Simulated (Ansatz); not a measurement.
Given:

TaGa$_{3}$:
```
TaGa3
1.0
    3.98905     0.00000     0.00000
    0.00000     3.98905     0.00000
    0.00000     0.00000     3.98905
Ga Ta
3 1
Direct
  0.00000   0.50000   0.50000
  0.50000   0.50000   0.00000
  0.50000   0.00000   0.50000
  0.00000   0.00000   0.00000
```

This is the r²SCAN-relaxed structure.

Problem. All from plane-wave PAW r²SCAN (Ansatz code), unless another level is named. Predict the formation energy from the elements (no fitted shifts).

Solution. 0.026 eV/atom.

Problem. Give the density of states at the Fermi level.

Solution. 0.56 states/eV per atom (mean over ±0.08 eV).

Problem. Predict the gap with spin–orbit coupling.

Solution. none (metallic).

Space group Pm-3m (Cu3Au type). The cell is a constructed one: a structure type filled with these elements; neither database checked (COD, Materials Project) lists it. COD files the formula under space group No. 139, so this cell is another polymorph or a model. Whether it is the stable phase at ambient conditions was not checked. Symmetry was held in the r²SCAN relaxation. At this level the phase is mechanically unstable. The run is not spin-polarised. The references are the lowest solids computed at this level, not always the standard phases. Scalar-relativistic: spin–orbit coupling is off unless named, which matters more the heavier the elements.

Potentials: the earlier of the program's two PAW sets.
